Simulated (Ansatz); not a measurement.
With PBE (plane waves, PAW; program Ansatz), PtC in the zinc blende structure (F-43m) relaxes to a = 4.718 Å. Pt has 4 nearest neighbours from 2.04 Å (tetrahedral); C has 4 nearest neighbours from 2.04 Å (tetrahedral). Against the elements it lies at 0.88 eV/atom, with no fitted shifts.

Electronic character: metallic (no gap). Gap from PBE with spin–orbit coupling: none (metallic).

An equation-of-state fit gives a bulk modulus of 218 GPa.

The start of the workflow was typed in or built on a structure type; neither database checked (COD, Materials Project) lists it. Whether it is the stable phase at ambient conditions was not checked. The cell was relaxed with PBE under the symmetry of its start; its stability against distortions is not shown here. No spin polarisation was allowed. Its formation energy is positive at this level, so the cell may be metastable or incomplete. The references are the lowest solids computed at this level, not always the standard phases. Scalar-relativistic: spin–orbit coupling is off unless named, which matters more the heavier the elements.

Potentials: the earlier of the program's two PAW sets.
